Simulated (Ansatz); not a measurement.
Problem. Name crystals whose computed values (plane-wave PAW LDA (Ansatz code)) fall in these windows: Θ_D (K) 200 to 270; highest Γ mode, no LO–TO term (cm⁻¹) 180 to 230.

Solution. 

```tsv
crystal	Θ_D (K)	highest Γ mode, no LO–TO term (cm⁻¹)
ScBi, rock salt	233	203
Zr3Ag, Cu3Au type	236	202
SnPt3, Cu3Au type	261	180
MgAu, CsCl type	236	212
TiHg, L1₀ or tetragonal B2	270	206
```
Others may fit too.

Standing as an ambient phase not checked: ScBi, rock salt; Zr3Ag, Cu3Au type; SnPt3, Cu3Au type; MgAu, CsCl type; TiHg, L1₀ or tetragonal B2. Perhaps ordered models of mixed-site phases: ScBi, rock salt. All cells were relaxed under the symmetry of their starts (and spin orders); stability against distortions was not tested throughout. Rows with no word on spin ran without spin polarisation. Scalar-relativistic: spin–orbit coupling is off unless named, which matters more the heavier the elements.

Potentials: the later of the program's two PAW sets.
